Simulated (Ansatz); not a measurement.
A geometry of WSe₂ away from equilibrium: step 2 of the relaxation of a randomly generated symmetric cell of WSe2 (space group No. 215). The numbers are results of PBE (plane waves to 420 eV, PAW, scalar-relativistic; Ansatz, an electronic-structure program), not measurements. Γ-centred k-mesh 5×5×5 on the run's cell (coarser than for final values), Fermi–Dirac smearing 0.05 eV. The plane waves were selected for a different cell earlier on the path.

```
CELL_PARAMETERS angstrom
      5.34934     0.00000     0.00000
      0.00000     5.34934     0.00000
      0.00000     0.00000     5.34934
ATOMIC_POSITIONS crystal
  Se 0.25696 0.25696 0.25696
  Se 0.74304 0.74304 0.25696
  Se 0.74304 0.25696 0.74304
  Se 0.25696 0.74304 0.74304
  W  0.50000 0.50000 0.50000
  W  0.00000 0.00000 0.00000
```

Q: Give the Cartesian forces on all atoms (eV/Å).

A: 
```tsv
atom	Fx	Fy	Fz
Se1	-1.42	-1.42	-1.42
Se2	1.42	1.42	-1.42
Se3	1.42	-1.42	1.42
Se4	-1.42	1.42	1.42
W5	0.00	0.00	0.00
W6	0.00	0.00	0.00
```

The path ends in Pn-3m (No. 224) (AFLOW prototype A2B_cP6_224_b_a (C3, as in Cu2O)). No spin polarisation in the result.

The run could not lose the symmetry of its start: the end is stationary, and may be a saddle point rather than a minimum.

The end of the path is a generated cell of WSe2: the first start was made by a random draw of sites in a space group, and the end was not matched to a known phase here, so it may be hypothetical. Known forms of WSe2 include space group No. 194.
